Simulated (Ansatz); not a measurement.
Rb2ScAgCl6:
```cif
data_Ag4Cl24Rb8Sc4
_chemical_formula_sum 'Rb8 Sc4 Ag4 Cl24'
_space_group_name_H-M_alt 'Fm-3m'
_space_group_IT_number 225
_space_group_name_Hall '-F 4 2 3'
_cell_length_a 10.35893
_cell_length_b 10.35893
_cell_length_c 10.35893
_cell_angle_alpha 90.000
_cell_angle_beta 90.000
_cell_angle_gamma 90.000
loop_
_atom_site_label
_atom_site_type_symbol
_atom_site_symmetry_multiplicity
_atom_site_Wyckoff_symbol
_atom_site_fract_x
_atom_site_fract_y
_atom_site_fract_z
_atom_site_occupancy
Rb1 Rb 8 c 0.25000 0.25000 0.25000 1
Sc1 Sc 4 a 0.00000 0.00000 0.00000 1
Ag1 Ag 4 b 0.50000 0.50000 0.50000 1
Cl1 Cl 24 e 0.00000 0.00000 0.23979 1
```
(The calculation used a cell of 10 atoms; values per cell refer to that cell.)

Relaxed with r²SCAN.

Q: Which orbitals make up the states near the band edges in plane-wave PAW r²SCAN (Ansatz code)?

A: Top 1 eV of the valence band: Ag 4d 49 %, Cl 3p 46 %. Bottom 1 eV of the conduction band: Sc 3d 80 %, Cl 3p 9 %. Projections are on Löwdin-orthogonalised atomic valence shells; empty p or d shells of many metals are not among them.

Q: Tabulate the density of states.

A: States/eV per cell of 10 atoms, in 0.25 eV bins, energy from the valence-band maximum.

| E (eV) | total | Cl 3p | Ag 4d | Sc 3d |
|---|---|---|---|---|
| -7.87 | 0.00 | 0.00 | 0.00 | 0.00 |
| -7.62 | 0.00 | 0.00 | 0.00 | 0.00 |
| -7.37 | 0.00 | 0.00 | 0.00 | 0.00 |
| -7.12 | 0.00 | 0.00 | 0.00 | 0.00 |
| -6.87 | 0.00 | 0.00 | 0.00 | 0.00 |
| -6.62 | 0.00 | 0.00 | 0.00 | 0.00 |
| -6.37 | 0.00 | 0.00 | 0.00 | 0.00 |
| -6.12 | 0.00 | 0.00 | 0.00 | 0.00 |
| -5.87 | 0.00 | 0.00 | 0.00 | 0.00 |
| -5.62 | 0.00 | 0.00 | 0.00 | 0.00 |
| -5.37 | 0.00 | 0.00 | 0.00 | 0.00 |
| -5.12 | 0.00 | 0.00 | 0.00 | 0.00 |
| -4.87 | 0.00 | 0.00 | 0.00 | 0.00 |
| -4.62 | 0.05 | 0.04 | 0.00 | 0.00 |
| -4.37 | 1.32 | 1.04 | 0.02 | 0.01 |
| -4.12 | 5.90 | 4.43 | 0.64 | 0.05 |
| -3.87 | 4.11 | 3.11 | 0.25 | 0.24 |
| -3.62 | 6.28 | 4.27 | 1.34 | 0.32 |
| -3.37 | 10.12 | 6.80 | 2.74 | 0.41 |
| -3.12 | 20.21 | 16.97 | 1.42 | 1.22 |
| -2.87 | 15.37 | 12.85 | 1.33 | 0.78 |
| -2.62 | 7.79 | 6.09 | 1.04 | 0.50 |
| -2.37 | 12.06 | 8.50 | 2.88 | 0.46 |
| -2.12 | 8.76 | 6.45 | 1.86 | 0.26 |
| -1.87 | 10.94 | 9.35 | 1.21 | 0.12 |
| -1.62 | 20.35 | 17.80 | 2.06 | 0.20 |
| -1.37 | 13.44 | 10.56 | 2.67 | 0.07 |
| -1.12 | 19.34 | 12.82 | 6.32 | 0.05 |
| -0.87 | 11.94 | 7.21 | 4.66 | 0.01 |
| -0.62 | 0.81 | 0.20 | 0.54 | 0.02 |
| -0.37 | 7.31 | 2.25 | 4.36 | 0.40 |
| -0.12 | 7.88 | 3.25 | 4.24 | 0.17 |
| 0.13 | 0.00 | 0.00 | 0.00 | 0.00 |
| 0.38 | 0.00 | 0.00 | 0.00 | 0.00 |
| 0.63 | 0.00 | 0.00 | 0.00 | 0.00 |
| 0.88 | 0.00 | 0.00 | 0.00 | 0.00 |
| 1.13 | 0.00 | 0.00 | 0.00 | 0.00 |
| 1.38 | 0.00 | 0.00 | 0.00 | 0.00 |
| 1.63 | 0.00 | 0.00 | 0.00 | 0.00 |
| 1.88 | 0.00 | 0.00 | 0.00 | 0.00 |
| 2.13 | 0.00 | 0.00 | 0.00 | 0.00 |
| 2.38 | 0.00 | 0.00 | 0.00 | 0.00 |
| 2.63 | 0.00 | 0.00 | 0.00 | 0.00 |
| 2.88 | 0.00 | 0.00 | 0.00 | 0.00 |
| 3.13 | 0.00 | 0.00 | 0.00 | 0.00 |
| 3.38 | 0.00 | 0.00 | 0.00 | 0.00 |
| 3.63 | 21.43 | 1.95 | 0.03 | 18.48 |
| 3.88 | 3.19 | 0.30 | 0.00 | 2.57 |
| 4.13 | 2.21 | 0.13 | 0.01 | 1.16 |
| 4.38 | 2.08 | 0.18 | 0.01 | 1.09 |
| 4.63 | 2.01 | 0.20 | 0.01 | 0.92 |
| 4.88 | 1.46 | 0.19 | 0.00 | 0.74 |
| 5.13 | 5.18 | 0.89 | 0.03 | 3.65 |
| 5.38 | 3.18 | 0.61 | 0.04 | 2.01 |
| 5.63 | 0.81 | 0.11 | 0.00 | 0.19 |
| 5.88 | 1.36 | 0.16 | 0.00 | 0.17 |
| 6.13 | 1.74 | 0.21 | 0.00 | 0.19 |
| 6.38 | 2.05 | 0.25 | 0.00 | 0.21 |
| 6.63 | 2.83 | 0.32 | 0.00 | 0.23 |
| 6.88 | 4.42 | 0.39 | 0.00 | 0.27 |
| 7.13 | 7.36 | 0.46 | 0.00 | 0.25 |
| 7.38 | 7.73 | 0.31 | 0.00 | 0.13 |
| 7.63 | 7.52 | 0.16 | 0.00 | 0.12 |
| 7.88 | 10.04 | 0.16 | 0.00 | 0.09 |
| 8.13 | 8.60 | 0.11 | 0.00 | 0.07 |
| 8.38 | 7.41 | 0.06 | 0.00 | 0.05 |

The workflow started from a Materials Project entry (that database holds measured and hypothetical structures alike); the Crystallography Open Database copy checked does not list it. Its standing as an ambient phase is unchecked. The r²SCAN relaxation kept the symmetry of its start; whether a distortion lowers the energy is not shown. The run is not spin-polarised. Scalar-relativistic: spin–orbit coupling is off unless named, which matters more the heavier the elements.

Potentials: the later of the program's two PAW sets.
